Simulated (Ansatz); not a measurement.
Level of theory: DFT PBE, scalar-relativistic, plane waves, PAW in Ansatz 0.2.0. Settings: cutoff 420 eV, Γ-centred meshes spaced at most about 0.3 Å⁻¹, and about 0.25 Å⁻¹ or finer for metals (2π included), Gaussian smearing. No spin polarisation in the final relaxations.

Temperature and zero-point effects are left out. All come from trial cells, and lower structures may exist.

Question: Order these relaxed structures of MgW by energy, lowest first, with the energy over the lowest of them.
A.

```cif
data_structure
_symmetry_space_group_name_H-M 'P6_3/mmc'
_symmetry_Int_Tables_number 194
_cell_length_a 2.8504
_cell_length_b 2.8504
_cell_length_c 9.8373
_cell_angle_alpha 90.000
_cell_angle_beta 90.000
_cell_angle_gamma 120.000
_cell_volume 69.22
loop_
_atom_site_label
_atom_site_type_symbol
_atom_site_symmetry_multiplicity
_atom_site_Wyckoff_symbol
_atom_site_fract_x
_atom_site_fract_y
_atom_site_fract_z
_atom_site_occupancy
Mg1 Mg 2 a 0.00000 0.00000 0.00000 1
W1 W 2 c 0.33333 0.66667 0.25000 1
```

B.

```cif
data_structure
_symmetry_space_group_name_H-M 'P-6m2'
_symmetry_Int_Tables_number 187
_cell_length_a 2.8519
_cell_length_b 2.8519
_cell_length_c 4.9070
_cell_angle_alpha 90.000
_cell_angle_beta 90.000
_cell_angle_gamma 120.000
_cell_volume 34.56
loop_
_atom_site_label
_atom_site_type_symbol
_atom_site_symmetry_multiplicity
_atom_site_Wyckoff_symbol
_atom_site_fract_x
_atom_site_fract_y
_atom_site_fract_z
_atom_site_occupancy
Mg1 Mg 1 a 0.00000 0.00000 0.00000 1
W1 W 1 d 0.33333 0.66667 0.50000 1
```

Answer: B (0 meV/atom), A (20 meV/atom). Forms: B P-6m2; A P6_3/mmc. Counting all near atoms (those within 1.25 times the shortest distance at each site): B has Mg 12, W 12; A has Mg 12, W 12. Even the lowest lies +0.52 eV/atom against the elements.

Spin–orbit coupling, which can matter for W, is left out. Cells relaxed within their symmetry can be saddle points. The part of the Crystallography Open Database at hand lists MgW in space group No. 13, which no cell shown has. Some candidate types were left out of the draw beforehand, so a known form may be missing.
